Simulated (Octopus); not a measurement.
# BaO (Fm-3m, No. 225): conduction levels under hydrostatic strain

BaO (Fm-3m, No. 225), cubic lattice constant 5.581 Å. The cell is a database entry, not relaxed again.

Computed with Octopus (real-space grid): LDA, grid spacing about 0.16 Å, Γ-centred 6×6×6 k-mesh, Fermi-Dirac smearing of 0.01 eV, no spin polarisation, PseudoDojo 0.4 LDA potentials. Spin-orbit coupling is left out. The cell is scaled uniformly. Energies of the lowest empty band count from each cell's highest valence level among the special points, at X; they are Kohn-Sham values at fixed points of the zone.

```tsv
a (Å)	ln(V/V₀)	Γ (eV)	X (eV)	L (eV)
5.330	-0.1381	3.824	1.391	4.903
5.385	-0.1069	3.691	1.539	4.898
5.441	-0.0760	3.561	1.674	4.886
5.497	-0.0453	?	?	?
5.553	-0.0150	3.312	1.905	4.843
5.581	0.0000	3.251	1.955	4.829
5.637	0.0299	3.133	2.048	4.797
```

V₀ is the volume of the database cell.

Q: Fit each column by a quadratic in ln V through the rows shown. Give the volume deformation potentials dE/d ln V at the withheld row, and predict that row.

A: Fits: Γ: 3.251 −4.00 x +1.1 x²; X: 1.956 +3.26 x −5.9 x²; L: 4.829 −0.99 x −3.3 x², with x = ln(V/V₀). At x = -0.0453 the slopes are −4.1 eV (Γ), +3.8 eV (X), −0.7 eV (L). Predicted against computed: 3.435 against 3.435 eV, 1.795 against 1.795 eV, 4.867 against 4.867 eV.

The lowest of these levels is that at X in all rows.
